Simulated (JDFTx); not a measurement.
| Item | Value |
|---|---|
| surface | Ti(0001) |
| bulk | Ti, P6_3/mmc, lattice of mp-46 (not re-optimised) |
| slab | 4 atoms in 4 planes, 1x1, 6.8 Å between the outermost planes |
| in-plane cell | 2.936 × 2.936 Å, 7.46 Å² |
| cell height | 23.0 Å |
| sampling | 8×8×1 k mesh, Fermi smearing 0.01 Ha, no spin polarisation |

Method: PBE, GBRV ultrasoft potentials, plane waves to 20/100 Ha, in JDFTx (a modified build). Liquid: CANDLE, acetonitrile, 1 M NaCl. Between zero charge and 0.32 V from it the run gives σ = 6.4 μC/cm², a mean capacitance of 20.0 μF/cm². The liquid has ε = 38.8, a 1:1 salt at 1 M with linear (Debye) response, and T = 298 K.

Working it through: the Debye length, the diffuse-layer capacitance, and the inner capacitance that is left when the two stand in series.

Each ion has density c = 1 × 6.022×10⁻⁴ = 6.022e-04 Å⁻³. λ² = ε kT / (8π (e²/4πε₀) c) with kT = 0.02568 eV and e²/4πε₀ = 14.40 eV Å gives λ = 2.14 Å; the log prints 2.14 Å. C_diffuse = ε₀ε/λ = 161 μF/cm². Then 1/C_inner = 1/20.0 − 1/161, so C_inner = 22.9 μF/cm², which equals a vacuum gap of ε₀/C_inner = 0.39 Å. The diffuse layer takes 12 % of the potential drop; the rest lies between the electrode's charge and the onset of the dielectric, with the electrode's own (quantum) capacitance in it. The split is a model: in the calculation solvent and ions share one smooth cavity.
